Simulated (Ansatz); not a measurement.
HfF$_{4}$ in space group C2/c (No. 15; Pearson symbol mS60), plane-wave PAW r²SCAN (Ansatz code). The conduction-band minimum lies at Γ, with 1 equivalent valley. Second derivatives d²E/dk² of the lowest band at one valley (eV·Å²), along Cartesian directions:

```
direction  d²E/dk²
---------  -------
[100]        6.175
[010]        7.442
[001]        5.622
[110]        6.809
[101]        5.105
[011]        6.532
```

Question: Find the principal effective masses, the density-of-states mass and the conductivity mass.

Answer: Off-diagonal terms follow from H_xy = H[110] − (H_xx + H_yy)/2, and m*/mₑ = 7.620 eV·Å² over each eigenvalue: 1.0, 1.1, 1.5. One valley's DOS mass (m₁m₂m₃)^(1/3) = 1.2, conductivity mass 3/(Σ 1/mᵢ) = 1.2 mₑ.

Question: What effective density of states Nc follows at 300 K for parabolic valleys?

Answer: Nc = 2.509e19 × 1 × (1.2)^(3/2) ≈ 3.3e19 cm⁻³.

The workflow started from a Materials Project entry (that database holds measured and hypothetical structures alike); the Crystallography Open Database files this formula in space group No. 15, but the cells were not matched. Whether it is the stable phase at ambient conditions was not checked. Symmetry was held in the r²SCAN relaxation; whether a distortion lowers the energy is not shown. No spin polarisation was allowed. Scalar-relativistic: spin–orbit coupling is off unless named, which matters more the heavier the elements.

Potentials: the earlier of the program's two PAW sets. The files were generated under PBE; for other functionals the program regenerates the frozen cores, and for LDA and PBEsol the local potential too.

Edges and masses are those of Kohn–Sham bands, whose gap is no quasiparticle gap.
